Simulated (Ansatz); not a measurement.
# Elastic constants of ZrOs: input and output

Level of theory: DFT LDA, scalar-relativistic, plane waves, PAW in Ansatz 0.2.0.

Launched with:
```bash
ansatz run input.yaml --threads 1 --pin off --max-ram 3072MiB --backend cpu --events-out ev --progress --plain --runs-dir out
```

Input (bare energies are in eV):
```yaml
crystal:
  lattice:
    - [3.2260351224, 0.0, 0.0]
    - [0.0, 3.2260351224, 0.0]
    - [0.0, 0.0, 3.2260351224]
  atoms:
    - { symbol: Zr, position: [0.5, 0.5, 0.5] }
    - { symbol: Os, position: [0.0, 0.0, 0.0] }
basis:
  ecutwfc: 420
kpoints:
  mp_grid: { grid: [14, 14, 14] }
hamiltonian:
  xc: lda
scf:
  occupations: { method: fermi_dirac, width: 0.15 }
output:
  forces: true
  stress: true
  eigenvalues: true
elastic:
  mode: relaxed_ion
  amplitude: 0.005
```

From the output:
```
--- Elastic constants: 2 strain directions × 4 members + reference (group order 48) ---
  dense FFT box of the reference and of every strained cell: 24×24×24
  strains applied: 11, 23; error gains: componentwise 1.00 (the most a stress slope's error grows in a printed constant), spectral 1.73 (1 for all six strains in a standard setting)
  C = ∂σ_k/∂η_j (tension-positive GPa; Voigt order 11 22 33 23 13 12):
       400.025    153.295    153.295     -0.000     -0.000     -0.000
       153.295    400.025    153.295     -0.000     -0.000     -0.000
       153.295    153.295    400.025     -0.000     -0.000     -0.000
         0.000     -0.000     -0.000     95.920      0.000      0.000
         0.000      0.000     -0.000      0.000     95.920      0.000
        -0.000     -0.000      0.000      0.000      0.000     95.920
  reference stress σ⁰ (GPa):      0.000      0.000      0.000     -0.000     -0.000     -0.000
  C* (energy form; C + prestress term) asymmetry max|C*_kj − C*_jk| = 8.527e-14 GPa — a small one proves nothing (zero by symmetry where the batch's group is 432, −43m or m−3m); a large one is finite-difference/SCF noise where every solve ...
  moduli (Voigt/Reuss/Hill, GPa): K = 235.54/235.54/235.54   G = 106.90/105.29/106.09   E = 276.73   ν = 0.304
  mechanically stable: yes (min eigenvalue of sym C = 95.92 GPa)
  strain η (Voigt 11):  stress-route row diagonal C_11 = 400.02 GPa, energy-path curvature d²(F+E_count+ΔE)/dδ²/Ω₀ = 400.05 GPa
    cells at ±δ against ±2δ: C11 399.94 and 399.67 GPa, apart by 0.07 % of the column's largest entry
         δ    σ_11 (GPa) F (eV) n_scf n_hpsi n_pw
    -1.000e-2      -4.1306      -15197.0443716       8   97964    665   relax 0 steps, max|allowed force component| 1.58e-30 eV/Å
    -5.000e-3      -2.0329      -15197.0475954       4   83793    672   relax 0 steps, max|allowed force component| 7.89e-31 eV/Å
     5.000e-3       1.9665      -15197.0476132       4   83852    691   relax 0 steps, max|allowed force component| 1.97e-31 eV/Å
     1.000e-2       3.8629      -15197.0445548       6   83157    691   relax 0 steps, max|allowed force component| 6.31e-30 eV/Å
  strain η (Voigt 23):  stress-route row diagonal C_44 = 95.92 GPa, energy-path curvature d²(F+E_count+ΔE)/dδ²/Ω₀ = 95.92 GPa
    cells at ±δ against ±2δ: C44 95.93 and 95.97 GPa, apart by 0.04 % of the column's largest entry
         δ    σ_23 (GPa) F (eV) n_scf n_hpsi n_pw
    -1.000e-2      -0.9597      -15197.0476473       7  153644    674   relax 0 steps, max|allowed force component| 8.48e-30 eV/Å
    -5.000e-3      -0.4797      -15197.0484007       3  113378    672   relax 0 steps, max|allowed force component| 3.16e-30 eV/Å
     5.000e-3       0.4797      -15197.0484007       3  112739    672   relax 0 steps, max|allowed force component| 4.73e-30 eV/Å
     1.000e-2       0.9597      -15197.0476473       6  125863    674   relax 0 steps, max|allowed force component| 8.85e-29 eV/Å
```

The run took 2.5 min on 1 thread of Arm Neoverse N1, on a shared host, peak memory 0.55 GiB.

In a metal, frequencies and elastic constants depend on the k mesh and the smearing, soft modes and shear constants most. Spin–orbit coupling is left out, which can shift energies with elements as heavy as these.